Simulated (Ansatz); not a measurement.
Theory: DFT PBE, scalar-relativistic, plane waves, PAW in Ansatz. Settings: cutoff 420 eV, Γ-centred meshes spaced at most about 0.3 Å⁻¹, and about 0.25 Å⁻¹ or finer for metals (2π included), Gaussian smearing. No spin polarisation in the final relaxations.

Temperature and zero-point effects are left out. All come from trial cells, and lower structures may exist.

Task: Which of these relaxed structures of CdBr is the lowest in energy?
A.

```cif
data_structure
_symmetry_space_group_name_H-M 'Pm-3m'
_symmetry_Int_Tables_number 221
_cell_length_a 3.7655
_cell_length_b 3.7655
_cell_length_c 3.7655
_cell_angle_alpha 90.000
_cell_angle_beta 90.000
_cell_angle_gamma 90.000
_cell_volume 53.39
loop_
_atom_site_label
_atom_site_type_symbol
_atom_site_symmetry_multiplicity
_atom_site_Wyckoff_symbol
_atom_site_fract_x
_atom_site_fract_y
_atom_site_fract_z
_atom_site_occupancy
Cd1 Cd 1 a 0.00000 0.00000 0.00000 1
Br1 Br 1 b 0.50000 0.50000 0.50000 1
```

B.

```cif
data_structure
_symmetry_space_group_name_H-M 'Fm-3m'
_symmetry_Int_Tables_number 225
_cell_length_a 6.2323
_cell_length_b 6.2323
_cell_length_c 6.2323
_cell_angle_alpha 90.000
_cell_angle_beta 90.000
_cell_angle_gamma 90.000
_cell_volume 242.07
loop_
_atom_site_label
_atom_site_type_symbol
_atom_site_symmetry_multiplicity
_atom_site_Wyckoff_symbol
_atom_site_fract_x
_atom_site_fract_y
_atom_site_fract_z
_atom_site_occupancy
Cd1 Cd 4 a 0.00000 0.00000 0.00000 1
Br1 Br 4 b 0.50000 0.00000 0.00000 1
```

Result: B. It has the rock salt type, space group Fm-3m (No. 225); the next, A, with the caesium chloride type, space group Pm-3m (No. 221), lies 123 meV/atom higher. Counting Br atoms around Cd (those within 1.25 times the shortest such distance or 1.15 times the sum of covalent radii; the shortest distance is added where it is long for a bond), the lowest has Cd 6 from 3.1 Å and the next has Cd 8 from 3.3 Å.

In Fm-3m, Pm-3m an odd number of electrons in the primitive cell allows no gap without spin; a larger cell or a magnetic state could open one. A magnetic state wasn't ruled out in cells without spin, among them Fm-3m, Pm-3m. Cells relaxed within their symmetry can be saddle points. Some candidate types were left out of the draw beforehand, so a known form may be missing.
